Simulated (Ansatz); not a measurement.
# Eu (Im-3m): majority and minority states

The geometry is a structure as deposited in COD, held fixed and not relaxed.

Settings: PBE, 10×10×10 k mesh, Fermi–Dirac smearing of 0.05 eV. LAPW is all-electron LAPW in Ansatz 0.2.0. Site moments are integrated in spheres about the atoms. DFT+U (Dudarev's form): U = 3.0 eV on Eu f.

The run was typed so:

```yaml
crystal:
  lattice:
    - [-2.303, 2.303, 2.303]
    - [2.303, -2.303, 2.303]
    - [2.303, 2.303, -2.303]
  atoms:
    - { symbol: Eu, position: [0.0, 0.0, 0.0], spin: 7.0 }
magnetization:
  spin_polarized: true
kpoints:
  mp_grid: { grid: [10, 10, 10] }
scf:
  occupations: { method: fermi_dirac, width: 0.05 }
hamiltonian:
  xc: pbe
  pseudopotentials: { kind: all_electron, lapw: { basis_error: 0.0005 } }
  hubbard: { sites: [{ species: Eu, l: f, u_eff: 3 }] }
output:
  forces: true
  stress: true
  eigenvalues: true
  hubbard: { sites: [{ species: Eu, l: f }] }
  populations: true
  dos: { projected: true, de: 0.1, e_range: [-10, 8] }
```

Command: `ansatz run input.yaml --threads 1 --pin off --max-ram 3072MiB --backend cpu --events-out ev --progress --plain --runs-dir out`

Density of states, smoothed by a Gaussian of 0.15 eV:

```tsv
E − E_F (eV)	majority (states/eV/cell)	minority (states/eV/cell)
-7.00	0.00	0.00
-6.60	0.00	0.00
-6.20	0.00	0.00
-5.80	0.00	0.00
-5.40	0.00	0.00
-5.00	0.00	0.00
-4.60	0.00	0.00
-4.20	0.01	0.00
-3.80	0.05	0.00
-3.40	0.10	0.01
-3.00	0.13	0.06
-2.60	0.18	0.10
-2.20	0.27	0.14
-1.80	4.86	0.18
-1.40	12.48	0.24
-1.00	0.63	0.35
-0.60	0.60	0.49
-0.20	0.44	0.49
0.20	1.37	0.53
0.60	1.27	0.49
1.00	0.91	1.46
1.40	0.64	1.19
1.80	0.26	0.87
2.20	0.53	0.59
```

Task: What spin moment does the cell carry?

Result: 7.40 μB. Site moments (μB): Eu 7.23.

Löwdin populations of d and f shells (filled inner shells left out):

```csv
shell,up,down
Eu 5d,0.82,0.43
Eu 4f,6.97,0.00
```

Spin–orbit coupling is left out although heavy atoms are present. With open f shells a run can end in a state that isn't the lowest. None of this fixes the real material's magnetic order: only patterns that fit the cell were computed, at zero temperature, with a functional that can overstate moments.
